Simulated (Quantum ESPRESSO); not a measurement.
# Band energies of MgS$_{2}$

```xyz
3
Lattice="3.3969 -1.9278 -0.0022 3.3969 1.9278 -0.0022 -2.2396 0.0000 4.5067" Properties=species:S:1:pos:R:3 pbc="T T T"
Mg     2.2771     0.0000     2.2512
S      4.5216     0.0000     3.4616
S      0.0325     0.0000     1.0408
```

norm-conserving LDA (Quantum ESPRESSO, 84 Ry, no spin-orbit coupling); path ΓYFLI,I1ZHF1,H1Y1XΓN,MΓ; energies in eV from the valence-band maximum.

| k (1/Å) | point | band 7 | band 8 | band 9 | band 10 | band 11 | band 12 | band 13 | band 14 |
|---|---|---|---|---|---|---|---|---|---|
| 0.00 | Γ | -6.93 | -2.57 | -2.46 | -1.04 | -1.02 | 2.76 | 2.87 | 6.36 |
| 1.14 |  | -5.86 | -4.33 | -3.36 | -2.60 | -0.87 | 1.94 | 4.05 | 5.87 |
| 1.76 | Y | -5.64 | -5.17 | -2.84 | -1.54 | -1.37 | 2.24 | 3.85 | 5.08 |
| 2.40 |  | -6.24 | -4.08 | -3.32 | -2.95 | -0.71 | 2.32 | 4.34 | 6.16 |
| 3.03 | F | -4.70 | -2.92 | -2.92 | -0.63 | -0.23 | 1.46 | 2.97 | 5.31 |
| 3.69 |  | -6.56 | -4.27 | -3.03 | -2.41 | -1.13 | 2.72 | 4.54 | 5.39 |
| 4.12 | L | -6.02 | -5.64 | -2.77 | -1.90 | -1.59 | 2.31 | 3.66 | 4.51 |
| 4.41 | I | -5.93 | -5.49 | -3.26 | -2.43 | -1.47 | 2.47 | 4.47 | 5.64 |
| 4.41 | I1 | -5.93 | -5.49 | -3.26 | -2.43 | -1.47 | 2.47 | 4.47 | 5.64 |
| 4.82 |  | -5.61 | -4.80 | -3.94 | -2.90 | -1.04 | 2.35 | 5.37 | 6.13 |
| 5.75 | Z | -3.64 | -3.03 | -2.98 | -0.26 | -0.07 | 0.82 | 2.24 | 5.48 |
| 6.06 |  | -4.11 | -3.43 | -3.15 | -1.22 | -0.16 | 1.21 | 3.16 | 5.32 |
| 7.29 |  | -6.07 | -3.19 | -3.00 | -1.88 | -0.49 | 2.46 | 4.03 | 5.54 |
| 8.11 | H | -6.14 | -4.62 | -2.63 | -1.60 | -1.30 | 2.70 | 4.28 | 4.65 |
| 8.41 |  | -6.72 | -3.52 | -2.81 | -1.93 | -1.00 | 2.97 | 4.15 | 5.88 |
| 9.42 | F1 | -4.70 | -2.92 | -2.92 | -0.63 | -0.23 | 1.46 | 2.97 | 5.31 |
| 9.42 | H1 | -6.14 | -4.62 | -2.63 | -1.60 | -1.30 | 2.70 | 4.28 | 4.65 |
| 9.53 |  | -6.37 | -4.13 | -2.57 | -1.47 | -1.28 | 2.90 | 4.33 | 4.73 |
| 10.70 | Y1 | -5.64 | -5.17 | -2.84 | -1.54 | -1.37 | 2.24 | 3.85 | 5.08 |
| 10.81 |  | -5.62 | -4.91 | -3.06 | -1.73 | -1.27 | 2.09 | 3.87 | 5.48 |
| 11.36 | X | -5.32 | -4.77 | -3.71 | -2.82 | -0.05 | 1.56 | 3.00 | 6.41 |
| 11.93 |  | -5.79 | -4.78 | -4.17 | -2.32 | -1.82 | 2.51 | 5.17 | 6.62 |
| 12.99 | Γ | -6.93 | -2.57 | -2.46 | -1.04 | -1.02 | 2.76 | 2.87 | 6.36 |
| 13.08 |  | -6.84 | -2.60 | -2.51 | -1.06 | -1.00 | 2.63 | 3.09 | 6.26 |
| 14.21 |  | -5.52 | -4.70 | -3.79 | -2.67 | -0.19 | 1.75 | 2.99 | 6.33 |
| 14.31 | N | -5.48 | -4.84 | -3.81 | -2.65 | -0.16 | 1.76 | 2.91 | 6.26 |
| 14.31 | M | -5.88 | -5.54 | -2.86 | -2.02 | -1.67 | 2.07 | 3.66 | 4.37 |
| 15.27 | Γ | -6.93 | -2.57 | -2.46 | -1.04 | -1.02 | 2.76 | 2.87 | 6.36 |

The LDA gap is indirect, 0.82 eV, from 41 % of the way from Γ to Y to Z; the smallest direct gap is 0.89 eV.

Geometry relaxed with LDA.

The structure is a Materials Project entry; no match was found in the copy of COD used, and its stability was not checked.
